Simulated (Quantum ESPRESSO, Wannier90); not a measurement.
Wannierisation of TiS (P-6m2)

Structure: Materials Project mp-1018028, symmetrised, not relaxed again. Not found in the COD (Crystallography Open Database) copy used, which has the formula in other groups; not checked further. Method: PBEsol plane waves in Quantum ESPRESSO 7.5 (PseudoDojo norm-conserving files, 68 Ry, no spin polarisation, no spin-orbit coupling), Bloch states on a 12×12×10 mesh through Γ, Wannier90 4.0.1. Density: 12×12×10 mesh, cold smearing 0.01 Ry. A non-magnetic state is assumed, with no Hubbard U on the 3d ions.

On the energy scale of pw.x, whose zero is arbitrary, the Fermi level lies at 13.48 eV.

Input w.win:

```
num_bands = 17
num_wann = 8
exclude_bands = 1-5
num_iter = 1000
conv_tol = 1.0e-6
conv_window = 4
dis_num_iter = 1000
dis_conv_tol = 1.0e-6
dis_froz_max = 14.98
write_hr = true
write_u_matrices = true
begin projections
f=-0.32537,0.32835,0.01047: d
f=0.01183,-0.00369,0.50617: p
end projections
begin unit_cell_cart
ang
    3.2671699054    0.0000000000    0.0000000000
   -1.6335849527    2.8294521366    0.0000000000
    0.0000000000    0.0000000000    3.2170600000
end unit_cell_cart
begin atoms_frac
Ti  -0.3333333333  0.3333333333  0.0000000000
S    0.0000000000  0.0000000000  0.5000000000
end atoms_frac
mp_grid = 12 12 10
begin kpoints
0.0000000000 0.0000000000 0.0000000000
0.0000000000 0.0000000000 0.1000000000
0.0000000000 0.0000000000 0.2000000000
... (1437 more lines: the 12x12x10 mesh through Gamma)
end kpoints
```

Input of pw2wannier90.x that gives the overlap and projection files (equivalent; here they were cut from one run over all bands):

```
&inputpp
  outdir = './out'
  prefix = 'pwscf'
  seedname = 'w'
  write_amn = .true.
  write_mmn = .true.
/
```

Output w.wout (banner and timings cut):

```
                                    ------
                                    SYSTEM
                                    ------

                              Lattice Vectors (Ang)
                    a_1     3.267170   0.000000   0.000000
                    a_2    -1.633585   2.829452   0.000000
                    a_3     0.000000   0.000000   3.217060

                   Unit Cell Volume:      29.73947  (Ang^3)

                        Reciprocal-Space Vectors (Ang^-1)
                    b_1     1.923128   1.110318  -0.000000
                    b_2     0.000000   2.220637   0.000000
                    b_3     0.000000  -0.000000   1.953083

 *----------------------------------------------------------------------------*
 |   Site       Fractional Coordinate          Cartesian Coordinate (Ang)     |
 +----------------------------------------------------------------------------+
 | ti   1  -0.33333   0.33333   0.00000   |   -1.63358   0.94315   0.00000    |
 | s    1   0.00000   0.00000   0.50000   |    0.00000   0.00000   1.60853    |
 *----------------------------------------------------------------------------*
                                ------------
                                K-POINT GRID
                                ------------

             Grid size = 12 x 12 x 10      Total points = 1440

 *---------------------------------- MAIN ------------------------------------*
 |  Number of Wannier Functions               :                 8             |
 |  Number of Objective Wannier Functions     :                 8             |
 |  Number of input Bloch states              :                17             |
 |  Output verbosity (1=low, 5=high)          :                 1             |
 |  Timing Level (1=low, 5=high)              :                 1             |
 |  Optimisation (0=memory, 3=speed)          :                 3             |
 |  Length Unit                               :               Ang             |
 |  Post-processing setup (write *.nnkp)      :                 F             |
 |  Using Gamma-only branch of algorithms     :                 F             |
 *----------------------------------------------------------------------------*
 *------------------------------- WANNIERISE ---------------------------------*
 |  Total number of iterations                :              1000             |
 |  Number of CG steps before reset           :                 5             |
 |  Trial step length for line search         :             2.000             |
 |  Convergence tolerence                     :         0.100E-05             |
 |  Convergence window                        :                 4             |
 |  Iterations between writing output         :                 1             |
 |  Iterations between backing up to disk     :               100             |
 |  Write r^2_nm to file                      :                 F             |
 |  Write xyz WF centres to file              :                 F             |
 |  Write on-site energies <0n|H|0n> to file  :                 F             |
 |  Use guiding centre to control phases      :                 F             |
 |  Use phases for initial projections        :                 F             |
 *----------------------------------------------------------------------------*
 *------------------------------- DISENTANGLE --------------------------------*
 |  Using band disentanglement                :                 T             |
 |  Total number of iterations                :              1000             |
 |  Mixing ratio                              :             0.500             |
 |  Convergence tolerence                     :         1.000E-06             |
 |  Convergence window                        :                 3             |
 *----------------------------------------------------------------------------*
 *-------------------------------- PLOTTING ----------------------------------*
 |  Plotting Hamiltonian in WF basis          :                 T             |
 *----------------------------------------------------------------------------*

 *---------------------------------- K-MESH ----------------------------------*
 +----------------------------------------------------------------------------+
 |                    Distance to Nearest-Neighbour Shells                    |
 |                    ------------------------------------                    |
 |          Shell             Distance (Ang^-1)          Multiplicity         |
 |          -----             -----------------          ------------         |
 |             1                   0.185053                      6            |
 |             2                   0.195308                      2            |
 |             3                   0.269054                     12            |
 |             4                   0.320521                      6            |
 |             5                   0.370106                      6            |
 |             6                   0.375339                     12            |
 |             7                   0.390617                      2            |
 |             8                   0.418478                     12            |
       ... (lines left out)
 +----------------------------------------------------------------------------+
 | The b-vectors are chosen automatically                                     |
 | The following shells are used:                       1,  2                 |
 +----------------------------------------------------------------------------+
 |                        Shell   # Nearest-Neighbours                        |
 |                        -----   --------------------                        |
 |                          1               6                                 |
 |                          2               2                                 |
 +----------------------------------------------------------------------------+
 | Completeness relation is fully satisfied [Eq. (B1), PRB 56, 12847 (1997)]  |
 +----------------------------------------------------------------------------+
 |                  b_k Vectors (Ang^-1) and Weights (Ang^2)                  |
 |                  ----------------------------------------                  |
 |            No.         b_k(x)      b_k(y)      b_k(z)        w_b           |
 |            ---        --------------------------------     --------        |
 |             1         0.000000    0.185053    0.000000     9.733885        |
 |             2         0.160261    0.092527    0.000000     9.733885        |
 |             3         0.000000   -0.185053    0.000000     9.733885        |
 |             4         0.160261   -0.092527    0.000000     9.733885        |
 |             5        -0.160261   -0.092527    0.000000     9.733885        |
 |             6        -0.160261    0.092527    0.000000     9.733885        |
 |             7         0.000000    0.000000    0.195308    13.107763        |
 |             8         0.000000    0.000000   -0.195308    13.107763        |
 +----------------------------------------------------------------------------+
 |                           b_k Directions (Ang^-1)                          |
 |                           -----------------------                          |
 |            No.           x           y           z                         |
 |            ---        --------------------------------                     |
 |             1         0.000000    0.185053    0.000000                     |
 |             2         0.160261    0.092527    0.000000                     |
 |             3         0.160261   -0.092527    0.000000                     |
 |             4         0.000000    0.000000    0.195308                     |
 +----------------------------------------------------------------------------+

 Starting a new Wannier90 calculation ...

 Reading overlaps from w.mmn

 Reading projections from w.amn

 *------------------------------- DISENTANGLE --------------------------------*
 +----------------------------------------------------------------------------+
 |                              Energy  Windows                               |
 |                              ---------------                               |
 |                   Outer:    5.57352  to   36.22392  (eV)                   |
 |                   Inner:    5.57352  to   14.98000  (eV)                   |
 +----------------------------------------------------------------------------+
   Number of target bands to extract:    8

                   Unitarised projection of Wannier functions
                   ------------------------------------------
   A_mn = <psi_m|g_n> --> S = A.A^+ --> U = S^-1/2.A
   In dis_project... done
   Using an inner window (linner = T)
   In dis_proj_froz... done

                   Extraction of optimally-connected subspace
                   ------------------------------------------
 +---------------------------------------------------------------------+<-- DIS
 |  Iter     Omega_I(i-1)      Omega_I(i)      Delta (frac.)           |<-- DIS
 +---------------------------------------------------------------------+<-- DIS
       1      11.78135656      11.34574592       3.839E-02    <-- DIS
       2      11.32879894      11.22023357       9.676E-03    <-- DIS
       3      11.22665549      11.12941304       8.737E-03    <-- DIS
       4      11.13909699      11.05926740       7.218E-03    <-- DIS
       5      11.06748327      11.00330214       5.833E-03    <-- DIS
       6      11.00931222      10.95760903       4.718E-03    <-- DIS
       ... (lines left out)
     101      10.61295695      10.61267929       2.616E-05    <-- DIS
       ... (lines left out)
     201      10.61038435      10.61035495       2.771E-06    <-- DIS
       ... (lines left out)
     251      10.61030058      10.61028998       9.988E-07    <-- DIS
     252      10.61029983      10.61028945       9.790E-07    <-- DIS
     253      10.61029911      10.61028893       9.595E-07    <-- DIS

             <<<      Delta < 1.000E-06  over  3 iterations     >>>
             <<< Disentanglement convergence criteria satisfied >>>

        Final Omega_I    10.61028893 (Ang^2)

 +----------------------------------------------------------------------------+

 Writing checkpoint file w.chk... done

 *------------------------------- WANNIERISE ---------------------------------*
 +--------------------------------------------------------------------+<-- CONV
 | Iter  Delta Spread     RMS Gradient      Spread (Ang^2)            |<-- CONV
 +--------------------------------------------------------------------+<-- CONV

 ------------------------------------------------------------------------------
 Initial State
  WF centre and spread    1  ( -1.633864,  0.943064,  0.000580 )     1.33650179
  WF centre and spread    2  ( -1.631466,  0.952363,  0.002284 )     1.03005099
  WF centre and spread    3  ( -1.633727,  0.933124,  0.002225 )     1.02537849
  WF centre and spread    4  ( -1.634418,  0.811800, -0.000511 )     1.61750241
  WF centre and spread    5  ( -1.634473,  1.074615, -0.000462 )     1.61962239
  WF centre and spread    6  (  0.000263,  0.000462,  1.608506 )     1.87170312
  WF centre and spread    7  (  0.001160,  0.054887,  1.607922 )     1.63660673
  WF centre and spread    8  (  0.000685, -0.055318,  1.608037 )     1.63002094
  Sum of centres and spreads ( -8.165839,  4.714998,  4.828580 )    11.76738684

      0     0.118E+02     0.0000000000       11.7673868544  <-- CONV
        O_D=      0.0585192 O_OD=      1.0985787 O_TOT=     11.7673869 <-- SPRD
 ------------------------------------------------------------------------------
      1    -0.766E-01     0.0884686621       11.6908142112  <-- CONV
        O_D=      0.0574576 O_OD=      1.0230677 O_TOT=     11.6908142 <-- SPRD
      2    -0.106E+00     0.1422551984       11.5847483750  <-- CONV
        O_D=      0.0580980 O_OD=      0.9163614 O_TOT=     11.5847484 <-- SPRD
      3    -0.565E-01     0.1209193242       11.5282924612  <-- CONV
        O_D=      0.0558766 O_OD=      0.8621269 O_TOT=     11.5282925 <-- SPRD
      4    -0.344E-01     0.0913663986       11.4938553320  <-- CONV
        O_D=      0.0539428 O_OD=      0.8296236 O_TOT=     11.4938553 <-- SPRD
      5    -0.172E-01     0.0677671728       11.4766960763  <-- CONV
        O_D=      0.0528330 O_OD=      0.8135741 O_TOT=     11.4766961 <-- SPRD
       ... (lines left out)
    100    -0.280E-05     0.0007197654       11.4596705895  <-- CONV
        O_D=      0.0505129 O_OD=      0.7988688 O_TOT=     11.4596706 <-- SPRD
       ... (lines left out)
    200    -0.197E-05     0.0006133008       11.4594127735  <-- CONV
        O_D=      0.0505664 O_OD=      0.7985575 O_TOT=     11.4594128 <-- SPRD
       ... (lines left out)
    300    -0.491E-05     0.0012186040       11.4591720606  <-- CONV
        O_D=      0.0505959 O_OD=      0.7982873 O_TOT=     11.4591721 <-- SPRD
       ... (lines left out)
    400    -0.156E-05     0.0006009489       11.4589355698  <-- CONV
        O_D=      0.0505998 O_OD=      0.7980469 O_TOT=     11.4589356 <-- SPRD
       ... (lines left out)
    449    -0.502E-06     0.0003778320       11.4588759458  <-- CONV
        O_D=      0.0505937 O_OD=      0.7979933 O_TOT=     11.4588759 <-- SPRD
    450    -0.933E-06     0.0002710272       11.4588750124  <-- CONV
        O_D=      0.0505937 O_OD=      0.7979924 O_TOT=     11.4588750 <-- SPRD
    451    -0.570E-06     0.0005314726       11.4588744427  <-- CONV
        O_D=      0.0505935 O_OD=      0.7979920 O_TOT=     11.4588744 <-- SPRD
             <<<     Delta < 1.000E-06  over  4 iterations     >>>
             <<< Wannierisation convergence criteria satisfied >>>
 Final State
  WF centre and spread    1  ( -1.633536,  0.946835, -0.000066 )     1.34520775
  WF centre and spread    2  ( -1.633298,  0.948582,  0.000435 )     1.02527882
  WF centre and spread    3  ( -1.633591,  0.937588,  0.000466 )     1.02449469
  WF centre and spread    4  ( -1.633233,  0.777753,  0.000172 )     1.60876712
  WF centre and spread    5  ( -1.633716,  1.102788,  0.000182 )     1.61197182
  WF centre and spread    6  (  0.000104,  0.001302,  1.608788 )     1.71094508
  WF centre and spread    7  (  0.000530,  0.057307,  1.608913 )     1.56614090
  WF centre and spread    8  (  0.000141, -0.057162,  1.608909 )     1.56606826
  Sum of centres and spreads ( -8.166600,  4.714993,  4.827799 )    11.45887443

         Spreads (Ang^2)       Omega I      =    10.610288926
        ================       Omega D      =     0.050593495
                               Omega OD     =     0.797992021
    Final Spread (Ang^2)       Omega Total  =    11.458874443
```
